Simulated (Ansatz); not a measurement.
# InSe: computed properties

These are results of Ansatz 0.2.0, DFT PBE+D3(BJ), scalar-relativistic, plane waves, PAW, not measurements.

Cutoff 420 eV; k points 12×12×2 on the computed 8-atom cell (Γ-centred); Gaussian smearing, width 0.02 eV; no spin polarisation.

The structure is relaxed at this level of theory with its symmetry kept.

```
CELL_PARAMETERS angstrom
4.03177 0.00000 0.00000
-2.01589 3.49162 0.00000
0.00000 0.00000 16.76237
ATOMIC_POSITIONS crystal
In 0.33333 0.66667 0.16666
In 0.66667 0.33333 0.66666
In 0.33333 0.66667 0.33334
In 0.66667 0.33333 0.83334
Se 0.33333 0.66667 0.58987
Se 0.66667 0.33333 0.08987
Se 0.33333 0.66667 0.91013
Se 0.66667 0.33333 0.41013
```

```json
{
  "Space group": "P6_3/mmc (No. 194)",
  "Volume per atom": "29.50 Å³",
  "Kohn–Sham band gap": "0.37 eV",
  "Löwdin character of the top 1 eV of the valence band": "Se 4p 69 %, In 5p 21 %, In 5s 7 %",
  "Löwdin character of the lowest 1 eV of the conduction band": "Se 4p 32 %, In 5s 30 %, In 5p 26 %, Se 4s 8 %, unprojected 4 %",
  "Bader charges (e)": "In (4 in the cell) 0.69, Se (4 in the cell) -0.69"
}
```